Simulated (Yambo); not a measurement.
Yambo run on Rb₂Ni₃S₄ (space group Fmmm, No. 69). The wavefunctions come from this Quantum ESPRESSO step (PBEsol, PseudoDojo standard norm-conserving files, scalar-relativistic):

```
&CONTROL
  calculation = 'nscf'
  pseudo_dir = './pseudo'
  outdir = './out'
/
&SYSTEM
  ibrav = 0
  nat = 9
  ntyp = 3
  ecutwfc = 98.0
  ecutrho = 392.0
  occupations = 'fixed'
  force_symmorphic = .true.
  nbnd = 303
/
&ELECTRONS
  conv_thr = 9.000000000000001e-09
  diago_full_acc = .true.
  diago_thr_init = 1e-08
/
ATOMIC_SPECIES
S 32.0600 S.upf
Ni 58.6934 Ni.upf
Rb 85.4678 Rb.upf
CELL_PARAMETERS angstrom
  0.000000000000   4.968545000000   6.879240000000
  2.931075000000   0.000000000000   6.879240000000
  2.931075000000   4.968545000000   0.000000000000
ATOMIC_POSITIONS crystal
S   0.063570000000   0.728350000000   0.271650000000
S   0.936430000000   0.271650000000   0.728350000000
S   0.728350000000   0.063570000000   0.936430000000
S   0.271650000000   0.936430000000   0.063570000000
Ni   0.000000000000   0.000000000000   0.000000000000
Ni   0.000000000000   0.000000000000   0.500000000000
Ni   0.500000000000   0.500000000000   0.000000000000
Rb   0.662140000000   0.662140000000   0.337860000000
Rb   0.337860000000   0.337860000000   0.662140000000
K_POINTS automatic
2 2 2 0 0 0
```

Yambo input:

```
rim_cut
gw0
dyson
el_el_corr
HF_and_locXC
ppa
em1d
RandQpts= 1000000
RandGvec= 1 Ry
EXXRLvcs= 98 Ry
VXCRLvcs= 392 Ry
Chimod= "HARTREE"
% BndsRnXp
 13 | 302 |
%
NGsBlkXp= 7 Ry
% LongDrXp
 1.0 | 1.0 | 1.0 |
%
PPAPntXp= 27.2114 eV
% GbndRnge
 1 | 302 |
%
GTermKind= "BG"
DysSolver= "n"
ExtendOut
% QPkrange
 1 | 1 | 48 | 49 |
 2 | 2 | 48 | 49 |
 3 | 3 | 48 | 49 |
 4 | 4 | 48 | 49 |
 5 | 5 | 48 | 49 |
%
```

k points by index: 1 = Γ, 2 = (0, 0, -0.5), 3 = (0, -0.5, -0.5), 4 = (-0.5, 0, -0.5), 5 = (-0.5, -0.5, 0).

The o-*.qp file then holds:

```
#    K-point    Band    Eo [eV]    E [eV]    E-Eo [eV]    Vxc [eV]    Vnlxc [eV]    Sc|Eo [eV]    Sc|E [eV]    dSc/dw|Eo [eV]    Re(Z)    Im(Z)
#
    1    48    -0.030960    -0.157532    -0.126572    -28.67171    -35.33694    6.485038    6.538654    -11.50160    0.702893    -0.002379
    1    49    1.346625    1.918119    0.571493    -22.06412    -19.37794    -1.915271    -2.114694    -9.493975    0.741341    -0.002008
    2    48    -0.111503    -0.274850    -0.163347    -27.18353    -33.64908    6.234714    6.302204    -11.22460    0.707959    -0.002296
    2    49    1.012894    1.705690    0.692796    -21.57122    -17.64556    -2.994347    -3.232864    -9.366649    0.743922    -0.001985
    3    48    0.000000    -0.201938    -0.201938    -25.80468    -31.73925    5.652156    5.732637    -10.83178    0.715270    -0.002233
    3    49    0.974800    1.677721    0.702921    -21.51156    -17.65537    -2.914666    -3.153267    -9.235180    0.746606    -0.001835
    4    48    -0.059758    -0.259653    -0.199896    -24.84490    -30.68309    5.559244    5.638294    -10.74851    0.716839    -0.002121
    4    49    1.169133    1.762405    0.593271    -20.80406    -17.68717    -2.321944    -2.523615    -9.248399    0.746334    -0.001983
    5    48    -0.012646    -0.138287    -0.125641    -28.75350    -35.43235    6.499935    6.553212    -11.51337    0.702679    -0.002361
    5    49    1.377039    1.958139    0.581100    -22.08097    -19.31299    -1.982240    -2.186875    -9.580711    0.739591    -0.002334
```
(The two width columns are left out.) Convergence of these settings isn't established.

Geometry of the Materials Project entry, not relaxed at this level.

The structure is a Materials Project entry; no match was found in the copy of COD used, and its stability was not checked.

The runs are not spin-polarised; magnetic order was not tried.
